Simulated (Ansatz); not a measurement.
MoS₂:
```cif
data_Mo2S4
_chemical_formula_sum 'Mo2 S4'
_space_group_name_H-M_alt 'P63/mmc'
_space_group_IT_number 194
_space_group_name_Hall '-P 6c 2c'
_cell_length_a 3.12776
_cell_length_b 3.12776
_cell_length_c 12.19935
_cell_angle_alpha 90.000
_cell_angle_beta 90.000
_cell_angle_gamma 120.000
loop_
_atom_site_label
_atom_site_type_symbol
_atom_site_symmetry_multiplicity
_atom_site_Wyckoff_symbol
_atom_site_fract_x
_atom_site_fract_y
_atom_site_fract_z
_atom_site_occupancy
Mo1 Mo 2 b 0.00000 0.00000 0.25000 1
S1 S 4 f 0.33333 0.66667 0.12286 1
```

Relaxed with LDA.

**Question.** Decompose the optical modes at the zone centre into irreducible representations, and say which are infrared and Raman allowed.

**Answer.** Point group 6/mmm: Γ_opt = A1g + A2u + 2B1g + B2u + E1g + E1u + 2E2g + E2u. Infrared: A2u, E1u. Raman: A1g, E1g, E2g.

**Question.** Assign frequencies (DFPT, DFT-LDA in the program Ansatz with PAW potentials; without the LO–TO term).

**Answer.** E2g 25, B1g 44, E2u 288, E1g 289, E1u 389, E2g 390, B2u 410, A1g 414, A2u 472, B1g 477 cm⁻¹.

Subscripts of B labels follow the axes of the standard setting.

Space group P6_3/mmc. The first step of the workflow began from a Materials Project structure, measured or hypothetical. Its sites differ from those of the usual phase in this space group: another stacking or structure type. The LDA relaxation kept the symmetry of its start; phonons on a q-mesh show no instability. No spin polarisation was allowed. A crystal of weakly bound layers computed without a dispersion correction: the cell and the soft elastic constants depend strongly on that.

Potentials: the earlier of the program's two PAW sets.
